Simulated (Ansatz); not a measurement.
WC (rock salt, Fm-3m) at seven volumes, plane-wave PAW LDA (Ansatz code), scaled uniformly. One row is withheld.

| V (Å³/atom) | P (GPa) |
|---|---|
| 9.190 | 46.81 |
| 9.493 | ? |
| 9.796 | 13.20 |
| 10.099 | 0.00 |
| 10.402 | -11.26 |
| 10.705 | -20.86 |
| 11.008 | -29.04 |

Fit the shown pressures and predict the withheld one.

Third-order Birch–Murnaghan: P = (3/2)B₀(x^(7/2) − x^(5/2))[1 + (3/4)(B′ − 4)(x − 1)] with x = (V₀/V)^(2/3). Least squares on the six rows gives V₀ = 10.099 Å³/atom, B₀ = 405.3 GPa, B′ = 4.28. At V = 9.493, x = 1.0421 and P = 28.64 GPa. The run itself gave 28.67 GPa.

The first step of the workflow began from a Materials Project structure, measured or hypothetical; the Crystallography Open Database copy checked does not list it. It is not the phase usual at ambient conditions (space group No. 187). The cell was relaxed with LDA under the symmetry of its start; whether a distortion lowers the energy is not shown. The run is not spin-polarised. Its formation energy is positive at this level, so the cell may be metastable or incomplete. Spin–orbit coupling is left out wherever it is not named.

Potentials: the earlier of the program's two PAW sets. The files were generated under PBE; for other functionals the program regenerates the frozen cores, and for LDA and PBEsol the local potential too.
